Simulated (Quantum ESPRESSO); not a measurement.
ZnTe is modelled in the cubic space group F-43m (No. 216), the zinc blende structure, Pearson symbol cF8. Cell: a = 6.1249 Å, b = 6.1249 Å, c = 6.1249 Å, α = 90.00°, β = 90.00°, γ = 90.00°. Zn on 4d sees 4 Te at 2.652 Å (tetrahedral). Te on 4b sees 4 Zn at 2.652 Å (tetrahedral). (Neighbours: up to the widest gap in distance over summed covalent radii, below 1.35, at either atom.)
(The calculation used a cell of 2 atoms; values per cell refer to that cell.)

The PBEsol cell relaxed from Materials Project entry mp-2176 was given an isotropic strain of +1 % on all lattice vectors, and the atoms were relaxed again.

Task: What does PBE (stringent potentials; pw.x of Quantum ESPRESSO, ONCV potentials, no spin-orbit coupling) give for the electronic structure near the Fermi level?

Result: The PBE gap is direct, 1.19 eV at Γ. Without spin-orbit coupling, band edges of such heavy elements can be off by tenths of an eV.
